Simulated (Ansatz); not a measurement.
Ansatz 0.2.0, settings compared: Ag

Launch command:

```bash
ansatz run input.yaml --threads 1 --pin off --max-ram 2560MiB --backend cpu --events-out ev --progress --plain --runs-dir out
```

The input file (Ansatz 0.2.0, plane waves):

```yaml
crystal:
  lattice:
    - [1.951708, 3.380453, 0.0]
    - [-1.951708, 3.380453, 0.0]
    - [0.0, -2.253635, 3.389559]
  atoms:
    - { symbol: Ag, position: [0.234, 0.234, 0.702] }
    - { symbol: Ag, position: [0.766, 0.766, 0.298] }
  symmetry: { tolerance: 0.0003 }
kpoints:
  mp_grid: { grid: [6, 6, 6], shift: [0, 0, 0] }
magnetization:
  spin_polarized: false
scf:
  occupations: { method: gaussian, width: 0.0318 }
hamiltonian:
  pseudopotentials: { kind: paw }
  xc: r2scan
basis:
  ecutwfc: 500
output:
  forces: true
  stress: true
  eigenvalues: true
  write_density: true
  write_potential: true
  elf: true
  volumetric_format: npy
```

Origin of the cell: a known structure type with other elements, at an estimated volume, so it need not be a known compound.

Output of this run (shortened):

```
Warning: crystal.lattice misses the space group found at crystal.symmetry.tolerance 3.0e-4 in a digit that the deck types, which is why this is a warning: making the lattice exact moves one o […]
Pseudopotentials: kind: paw
Pseudopotential: Ag, paw, valence charge 19, recommended cutoff 500 eV (meta_gga), Ag.paw.azcp
Functional definition: r2SCAN
  exchange = r2scan_x(k0 = k0, k1 = k1, a1 = a1)
  correlation = r2scan_c
Crystal: 2 atoms, lattice volume = 44.726 Å³
Basis set: ecut = 500 eV, 1141 PW (Γ), exchange–correlation on 120×120×120 points (64 copies of the dense FFT grid, shifted against one another)
Bands: 23, of which v1, the nominal top of the filled ones, is band 19 counted from 1 (18 counted from 0)
Symmetry: 12 space group operations
Space group: R-3m (ITA 166), of the structure as read, at distance tolerance 1.1e-3 Å
[… 4 lines left out …]
Initial density: superposition of atomic densities (neutral atoms: chi_scale 0, normalization atom), corrected by the library's trained network
Functional: x = r2scan, c = r2scan; τ floored in thin density (d = 2e-4 eV/Å³)
SCF iter   1: F=—  HF=-15206.890645 eV  Δρ=9.16e-3  dr2=3.33e-2  dr2_τ=2.06e-3
SCF iter   2: F=—  HF=-15206.896041 eV  Δρ=1.06e-2  dr2=4.21e-2  dr2_τ=2.17e-3  defer=1
SCF iter   3: F=—  HF=-15206.884541 eV  Δρ=1.70e-3  dr2=5.43e-4  dr2_τ=4.38e-5  defer=1
SCF iter   4: F=—  HF=-15206.884456 eV  Δρ=1.01e-4  dr2=2.85e-6  dr2_τ=9.16e-7  defer=1
SCF iter   5: F=—  HF=-15206.884459 eV  Δρ=4.09e-5  dr2=4.85e-7  dr2_τ=9.75e-8  defer=1
SCF iter   6: F=-15206.884460 eV  HF=-15206.884460 eV  Δρ=1.77e-5  dr2=5.03e-8  dr2_τ=1.27e-8
SCF 1 converged in 6 iterations: F = -15206.884460 eV  dr2 = 5.03e-8
SCF converged after 6 iterations
Free energy (F): -15206.884460 eV
Harris-Foulkes:  -15206.884460 eV  (|F-HF|=1.64e-7)
Internal energy: -15206.883641 eV  (E = F + TS)
E sigma→0 (E₀):  -15206.884050 eV
Entropy (-TS):   -0.000819 eV (-0.409 meV/atom)
Fermi energy:    12.102836 eV
--- Per-component energies (eV) ---
  E_band       = -694.598274
  E_kinetic    = 1055.282846
  E_local      = -5461.923683  (includes V_loc(G=0)·N_el)
  E_nonlocal   = 163.823347
  E_hartree    = 2445.385503
  E_xc         = -354.782347
  E_vxc        = -523.018479  (∫ρ·V_xc dr)
  E_paw        = -7846.371391  (= ΣΔE_a)
  E_vpaw       = -857.469495  (= ΣTr[D̂ρ^β])
  E_aug_tail   = 0.000122  (compensation charges beyond the density's cutoff)
  E_vtau       = 37.935149  (kinetic-family band-sum trace: ∫τ·v_τ [+ j·A + Jᵃ·Aᵃ] dr)
  E_ewald      = -5207.279417
  E_core_change = -1.018621  (= ΣΔE_core)
  E_smearing   = -0.000819  (= −TS)
  Σ components = -15206.884460   (vs F -15206.884460, Δ=0.00e0)
--- Forces (eV/Å), atoms counted from 1 ---
  atom   1  Ag     0.000000     0.000000     1.199830
  atom   2  Ag    -0.000000    -0.000000    -1.199830
  max |Σ_I F_I| component: 2.22e-16 eV/Å
--- Stress (GPa, compression-positive) ---
       -3.909248       0.000000      -0.000000
        0.000000      -3.909248       0.000000
       -0.000000       0.000000      -2.240759
  P = ⅓ Tr σ = -3.3531 GPa (-33.531 kbar)
```

The same input was run again with these changes:

1. `crystal.symmetry` { tolerance: 0.0003 } → { detect: false }; `hamiltonian.xc` r2scan → pbesol
2. `scf.occupations.width` 0.0318 → 0.005; `basis.ecutwfc` 500 → "18.4 Ry"
3. `scf.n_extra_bands` default → 16; `magnetization` { spin_polarized: false } → { spin_polarized: true } (starts: flip); typed moments: none
4. `scf.convergence.dr2_threshold` default → 1.0e-09

```csv
run,end,SCF iterations,P (GPa),max force component (eV/Å),moment (μB),ΔE(σ→0) (meV/atom)
base,converged,6,-3.35,1.200,–,0
1,converged,6,-5.42,1.143,–,–
2,converged,7,-3.66,1.337,–,1308.49
3,converged,11,-3.35,1.200,0.00,0.00
4,converged,8,-3.35,1.200,–,0.00
```

Energies are compared only where functional, datasets, charge and starting cell are the same.

Not properties of the system: run 2 (too coarse or loose: `basis.ecutwfc` = "18.4 Ry").

Caveats of the base run: the k mesh is coarse if the cell is a metal.

Run 2: the cutoff lies below the datasets' advice.
Run 3: spin is on but no moment was typed.

The base run took 2.9 s on 1 thread of Intel(R) Xeon(R) 6975P-C (Granite Rapids), on a shared host, peak memory 0.47 GiB, from the program's own first density.
